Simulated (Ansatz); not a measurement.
Theory: DFT PBE, scalar-relativistic, plane waves, PAW (Ansatz 0.2.0). All cells share a 420 eV cutoff and Γ-centred k meshes spaced at most about 0.3 Å⁻¹ (about 0.25 or finer for metals, 2π included). No spin polarisation in the final relaxations.

Temperature and zero-point effects are left out.

Compare these two cells of ScB₂Sb₃, each relaxed at this level.

1.

Space group Cmmm (No. 65). a = 6.745 Å, b = 9.968 Å, c = 3.470 Å, α = 90.00°, β = 90.00°, γ = 90.00°
```tsv
atom	site	symmetry	x	y	z
Sc	2b	mmm	0.5000	0.0000	0.0000
B	4i	m2m	0.5000	0.2466	0.0000
Sb	2a	mmm	0.0000	0.0000	0.0000
Sb	4f	..2/m	0.2500	0.7500	0.5000
```

2.

Space group P6/mmm (No. 191). a = 6.425 Å, b = 6.425 Å, c = 3.356 Å, α = 90.00°, β = 90.00°, γ = 120.00°
```tsv
atom	site	symmetry	x	y	z
Sc	1a	6/mmm	0.0000	0.0000	0.0000
B	2c	-6m2	0.3333	0.6667	0.0000
Sb	3g	mmm	0.5000	0.0000	0.5000
```

Question: Which form is favoured at zero pressure, and by what margin per atom?

Answer: Cell 1 is lower, by 224 meV/atom. Cell 1 has space group Cmmm (No. 65), 19.4 Å³/atom and no gap on its mesh; cell 2 has space group P6/mmm (No. 191), 20.0 Å³/atom and no gap. The shortest distance is 2.42 Å (B–Sb) in cell 1 and 2.50 Å (B–Sb) in cell 2. Even the lower one lies +0.55 eV/atom against the reference forms of the elements (uncorrected), so neither is stable at this level. In cell 1, Sc is surrounded by 2 B at 2.46 Å, 10 Sb at 3.37–3.47 Å and 2 Sc at 3.47 Å; B is surrounded by 5 Sb at 2.42–2.53 Å and 1 Sc at 2.46 Å; Sb on a site of symmetry mmm is surrounded by 2 B at 2.53 Å and 2 Sc at 3.37 Å; 1 more site not described. In cell 2, around Sc lie 2 Sc at 3.36 Å, 12 Sb at 3.62 Å and 6 B at 3.71 Å; around B lie 6 Sb at 2.50 Å, 2 B at 3.36 Å, 3 B at 3.71 Å and 3 Sc at 3.71 Å; around Sb lie 4 B at 2.50 Å, 6 Sb at 3.21–3.36 Å and 4 Sc at 3.62 Å. Both come from invented guesses. A third cell relaxed alike, in Pm, lies 158 meV/atom below the lower of the two; the Cmmm cell fell into it when its atoms were moved at random.

These runs have no spin–orbit coupling, which can matter for Sb. Cells relaxed within their symmetry can be saddle points.
